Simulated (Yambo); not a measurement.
How GW settings move the gap: CsVN2

G0W0@LDA for CsVN2 (space group Fd-3m, No. 227) in Yambo. Reference settings: 2×2×2 Γ-centred k mesh, bands 3 to 214 and a 7 Ry block in the screening, 214 bands in G with the Bruneval-Gonze terminator, plasmon pole fitted at 27.2 eV. The LDA gap L → Γ on this mesh is 0.53 eV; G0W0 gaps are taken between the same points.

```json
[
 {"change from the reference": "reference settings", "G0W0 gap L → Γ (eV)": "1.33", "shift of the valence edge (eV)": "0.17", "rough Yambo cost": "1"},
 {"change from the reference": "84 bands in W, 84 bands in G", "G0W0 gap L → Γ (eV)": "1.20", "shift of the valence edge (eV)": "0.49", "rough Yambo cost": "about 1/2"},
 {"change from the reference": "84 bands in G", "G0W0 gap L → Γ (eV)": "1.23", "shift of the valence edge (eV)": "0.27", "rough Yambo cost": "–"},
 {"change from the reference": "141 bands in G", "G0W0 gap L → Γ (eV)": "1.30", "shift of the valence edge (eV)": "0.19", "rough Yambo cost": "–"},
 {"change from the reference": "104 bands in W", "G0W0 gap L → Γ (eV)": "1.30", "shift of the valence edge (eV)": "0.33", "rough Yambo cost": "within a factor of two"},
 {"change from the reference": "1 Ry block", "G0W0 gap L → Γ (eV)": "2.36", "shift of the valence edge (eV)": "0.34", "rough Yambo cost": "within a factor of two"},
 {"change from the reference": "3 Ry block", "G0W0 gap L → Γ (eV)": "1.54", "shift of the valence edge (eV)": "0.41", "rough Yambo cost": "within a factor of two"},
 {"change from the reference": "pole fitted at 40 eV", "G0W0 gap L → Γ (eV)": "1.33", "shift of the valence edge (eV)": "0.13", "rough Yambo cost": "–"},
 {"change from the reference": "84 bands in G, no terminator", "G0W0 gap L → Γ (eV)": "1.32", "shift of the valence edge (eV)": "1.02", "rough Yambo cost": "–"},
 {"change from the reference": "141 bands in G, no terminator", "G0W0 gap L → Γ (eV)": "1.44", "shift of the valence edge (eV)": "0.59", "rough Yambo cost": "–"},
 {"change from the reference": "no terminator", "G0W0 gap L → Γ (eV)": "1.47", "shift of the valence edge (eV)": "0.38", "rough Yambo cost": "–"}
]
```

The reference isn't shown to be the converged limit. Costs are rough (shared machines), scaled to the same edge states, and given only for runs that recompute the screening.

The 3d shell has no Hubbard U; the runs are without spin polarisation, and magnetic order was not tried.

Geometry of the Materials Project entry, not relaxed at this level; primitive cell a = 5.900 Å, b = 5.900 Å, c = 5.900 Å, α = 60.00°, β = 60.00°, γ = 60.00°.

The structure is a Materials Project entry; no match was found in the copy of COD used, and its stability was not checked.

A shift is the quasiparticle energy of the state minus its LDA energy.
